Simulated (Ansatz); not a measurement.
Geometry optimisation in Ansatz: input, command and trajectory.

```yaml
crystal:
  lattice:
    - [-1.9364507587, -3.3540311005, 0.0]
    - [0.0, 0.0, -6.4077517795]
    - [5.8093522763, -3.3540311005, 0.0]
  atoms:
    - { symbol: Si, position: [0.0, 0.9369454777, 0.6666666667] }
    - { symbol: Ge, position: [0.5, 0.9369454777, 0.1666666667] }
    - { symbol: Si, position: [0.0, 0.4369454777, 0.3333333333] }
    - { symbol: Si, position: [0.5, 0.4369454777, 0.8333333333] }
    - { symbol: Si, position: [0.0, 0.5630545223, 0.6666666667] }
    - { symbol: Ge, position: [0.5, 0.5630545223, 0.1666666667] }
    - { symbol: Si, position: [0.0, 0.0630545223, 0.3333333333] }
    - { symbol: Si, position: [0.5, 0.0630545223, 0.8333333333] }
basis:
  ecutwfc: 500
kpoints:
  mp_grid: { grid: [10, 6, 6] }
hamiltonian:
  xc: r2scan
scf:
  occupations: { method: gaussian, width: 0.1 }
output:
  forces: true
  stress: true
  eigenvalues: true
relax:
  adjacent_minimum: "off"
  f_tol: 0.015
  max_steps: 60
  cell: { stress_tol: 0.15 }
```

```bash
ansatz run input.yaml --threads 1 --pin off --max-ram 2560MiB --backend cpu --events-out ev --progress --plain --runs-dir out
```

Level of theory: DFT r2SCAN, scalar-relativistic, plane waves, PAW (Ansatz 0.2.0).

Of 4 frames 3 are shown, positions in Å and forces in eV/Å; the SCF threshold varies from step to step. Steps run on the plane waves of an earlier cell, with a Pulay correction in the pressure. The basis is chosen afresh for the last frame, the zero of the energies, and at times for earlier ones too; energy and pressure step there, also at an unchanged geometry.

```xyz
8
Lattice="-1.9365 -3.3540 0.0000 0.0000 0.0000 -6.4078 5.8094 -3.3540 0.0000" Properties=species:S:1:pos:R:3:forces:R:3 pbc="T T T" step=1 free_energy_over_end_meV_per_atom=5.76 pressure_GPa=-0.33
Si    3.8729   -2.2360   -6.0037   -0.0118    0.0068   -0.0287
Ge    0.0000   -2.2360   -6.0037    0.0129   -0.0074   -0.4293
Si    1.9365   -1.1180   -2.7998    0.3375   -0.1949    0.2641
Si    3.8729   -4.4720   -2.7998   -0.3386    0.1955    0.1306
Si    3.8729   -2.2360   -3.6079   -0.0118    0.0068    0.0287
Ge    0.0000   -2.2360   -3.6079    0.0129   -0.0074    0.4293
Si    1.9365   -1.1180   -0.4040    0.3375   -0.1949   -0.2641
Si    3.8729   -4.4720   -0.4040   -0.3386    0.1955   -0.1306
8
Lattice="-1.9350 -3.3515 0.0000 0.0000 0.0000 -6.3989 5.8034 -3.3506 0.0000" Properties=species:S:1:pos:R:3:forces:R:3 pbc="T T T" step=2 free_energy_over_end_meV_per_atom=0.06 pressure_GPa=-0.07
Si    3.8732   -2.2362   -5.9913   -0.0368    0.0212    0.0362
Ge   -0.0043   -2.2318   -6.0239    0.0330   -0.0190   -0.0614
Si    1.9634   -1.1336   -2.7824    0.0109   -0.0063   -0.0069
Si    3.8394   -4.4510   -2.7881   -0.0071    0.0041    0.0285
Si    3.8732   -2.2362   -3.6070   -0.0368    0.0212   -0.0362
Ge   -0.0043   -2.2318   -3.5744    0.0330   -0.0190    0.0614
Si    1.9634   -1.1336   -0.4170    0.0109   -0.0063    0.0069
Si    3.8394   -4.4510   -0.4113   -0.0071    0.0041   -0.0285
8
Lattice="-1.9343 -3.3503 0.0000 0.0000 0.0000 -6.3971 5.8029 -3.3503 0.0000" Properties=species:S:1:pos:R:3:forces:R:3 pbc="T T T" step=4 free_energy_over_end_meV_per_atom=0.00 pressure_GPa=0.00
Si    3.8704   -2.2346   -5.9878    0.0020   -0.0012    0.0040
Ge   -0.0020   -2.2324   -6.0257    0.0006   -0.0003   -0.0037
Si    1.9647   -1.1343   -2.7809   -0.0008    0.0005   -0.0049
Si    3.8384   -4.4496   -2.7867   -0.0018    0.0010    0.0005
Si    3.8704   -2.2346   -3.6078    0.0020   -0.0012   -0.0040
Ge   -0.0020   -2.2324   -3.5700    0.0006   -0.0003    0.0037
Si    1.9647   -1.1343   -0.4177   -0.0008    0.0005    0.0049
Si    3.8384   -4.4496   -0.4118   -0.0018    0.0010   -0.0005
```

Time: 3 min on 1 thread of Intel(R) Xeon(R) 6975P-C (Granite Rapids) (shared host), peak memory 1 GiB.